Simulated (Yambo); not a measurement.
G0W0@PBEsol for BaTiO3 (space group Amm2, No. 38) in Yambo. Reference settings: 4×4×4 Γ-centred k mesh, bands 2 to 128 and a 8 Ry block in the screening, 128 bands in G with the Bruneval-Gonze terminator, plasmon pole fitted at 27.2 eV. The PBEsol gap (-0.5, -0.5, -0.5) → Γ on this mesh is 2.17 eV; G0W0 gaps are taken between the same points.

The settings were changed. The gap went from 3.79 eV to 3.91 eV, and the shift of the valence edge from -0.35 eV to -0.29 eV.

Q: Name the change that produced these shifts.
(A) wavefunctions cut at 25 Ry
(B) 52 bands in G, no terminator
(C) 52 bands in G
(D) no terminator

A: A, wavefunctions cut at 25 Ry. The others gave (gap, valence shift): no terminator: 3.88, -0.14 eV; 52 bands in G: 3.75, -0.32 eV; 52 bands in G, no terminator: 3.82, 0.40 eV.

Geometry of the Materials Project entry, not relaxed at this level; primitive cell a = 3.9833 Å, b = c = 4.0573 Å, α = 89.75°, β = γ = 90.00°.

This is not the ordinary phase of the substance.

A shift is the quasiparticle energy of the state minus its PBEsol energy.
